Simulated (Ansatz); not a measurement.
One input, then a changed one: TaSi (CsCl type)

First run: DFT, PBEsol, PAW with Ansatz's default frozen-core files, scalar-relativistic (Ansatz 0.2.0).

Command: `ansatz run input.yaml --threads 1 --pin off --max-ram 2048MiB --backend cpu --events-out ev --progress --plain --runs-dir out` It took 4 s on 1 thread of Arm Neoverse V1, on a shared host, peak memory 0.29 GiB.

```yaml
crystal:
  lattice:
    - [2.3943027568, 0.0, 0.0]
    - [0.0, 2.3943027568, 0.0]
    - [0.0, 0.0, 2.3943027568]
  atoms:
    - { symbol: Ta, position: [0.0, 0.0, 0.0] }
    - { symbol: Si, position: [0.5, 0.5, 0.5] }
kpoints:
  mp_grid: { grid: [14, 14, 14] }
  band_path:
    path:
      - [0.0, 0.0, 0.0]
      - [0.0, 0.5, 0.0]
      - [0.5, 0.5, 0.0]
      - [0.0, 0.0, 0.0]
      - [0.5, 0.5, 0.5]
      - [0.0, 0.5, 0.0]
      - [0.5, 0.5, 0.5]
      - [0.5, 0.5, 0.0]
    npoints: 8
scf:
  occupations: { method: fermi_dirac, width: 0.05 }
hamiltonian:
  xc: pbesol
  pseudopotentials: { kind: paw }
output:
  forces: true
  stress: true
  eigenvalues: true
  populations: true
  dos: { projected: true, de: 0.2, e_range: [-14, 8] }
  write_density: true
  write_potential: true
  elf: true
  volumetric_format: npy
```

The cell comes from a relaxation on PAW files under the same functional, begun from a prototype that needn't be the stable phase.

This run: volume at 0.45 of the series' base cell.

It converges in 8 SCF iterations at a pressure of 727.3 GPa, cutoff 420 eV.

The input is then changed:

```diff
   occupations: { method: fermi_dirac, width: 0.05 }
+  mixing: { algorithm: msr1, beta: 0.2, ndim: 4 }
 hamiltonian:
   xc: pbesol
-  pseudopotentials: { kind: paw }
+  pseudopotentials: { kind: nc }
 output:
   populations: true
-  dos: { projected: true, de: 0.2, e_range: [-14, 8] }
-  write_density: true
-  write_potential: true
-  elf: true
-  volumetric_format: npy
+basis:
+  ecutwfc: "18.4 Ry"
```

**Question.** Predict the outcome of the changed run.

**Answer.** It converges in 7 SCF iterations at a pressure of 724.5 GPa, cutoff 250 eV. More than one line changes, and not each need have an effect. Some of the changed settings are coarser than converged work would use. Results part of its log:
```
Warning: basis.ecutwfc = 250.34475346308957 eV is below the records' recommended 789.130201 eV, and the density's cutoff is lower with it unless basis.ecutrho_ratio is high enough to keep the records' density cutoff: compare with a run at a higher cutoff
SCF 1 converged in 7 iterations: F = -1859.796786 eV  dr2 = 1.98e-10
NSCF: frozen V_eff on 57 k-points
SCF converged after 7 iterations
Free energy (F): -1859.796786 eV
Harris-Foulkes:  -1859.796786 eV  (|F-HF|=1.22e-10)
Internal energy: -1859.790678 eV  (E = F + TS)
E sigma→0 (E₀):  -1859.793732 eV
Entropy (-TS):   -0.006109 eV (-3.054 meV/atom)
Fermi energy:    37.569423 eV
--- Per-component energies (eV) ---
  E_band       = 231.271213
  E_kinetic    = 608.272950
  E_local      = -469.310871  (includes V_loc(G=0)·N_el)
  E_nonlocal   = 153.993512
  E_hartree    = 150.537874
  E_xc         = -474.082694
  E_vxc        = -362.760259  (∫ρ·V_xc dr)
  E_ewald      = -1829.201448
  E_smearing   = -0.006109  (= −TS)
  E_closure    = -0.000000  (closes the sum)
  Σ components = -1859.796786   (vs F -1859.796786, Δ=0.00e0)
--- Forces (eV/Å), atoms counted from 1 ---
  atom   1  Ta    -0.00000000     0.00000000    -0.00000000
  atom   2  Si     0.00000000    -0.00000000    -0.00000000
  max |Σ_I F_I| component: 6.57e-31 eV/Å
--- Stress (GPa, compression-positive) ---
      724.536509       0.000000      -0.000000
        0.000000     724.536509       0.000000
        0.000000       0.000000     724.536509
  P = ⅓ Tr σ = 724.5365 GPa (7245.365 kbar)
--- Band table (eV; the first three rows and the last of 120) ---
  k-point 0: bands = ["-29.1451", "3.7272", "3.7272", "3.7272", "20.9741", "27.8491", "27.8491", "42.4940", "42.4940", "42.4940", "44.5663", "44.5663", "44.5663"]
  k-point 1: bands = ["-29.1159", "3.4337", "3.7505", "3.7505", "21.2602", "27.9646", "28.1628", "41.2195", "41.2195", "42.5878", "44.1882", "45.7313", "45.7313"]
  k-point 2: bands = ["-28.9112", "2.6710", "3.8248", "3.8248", "22.0493", "28.3309", "29.0763", "39.3090", "39.3090", "42.8989", "43.4348", "47.3366", "47.3366"]
  k-point 119: bands = ["-28.0219", "0.8299", "0.8299", "0.8299", "24.6778", "24.6778", "24.6778", "36.4707", "47.9361", "47.9361", "47.9361", "50.8502", "50.8502"]
--- Löwdin populations: 2 sites ---
  site symbol       q [e]
     0     Ta     13.9016
     1     Si      2.9158
  spilling = 0.010737 (of n_electrons = 17.000000)
```
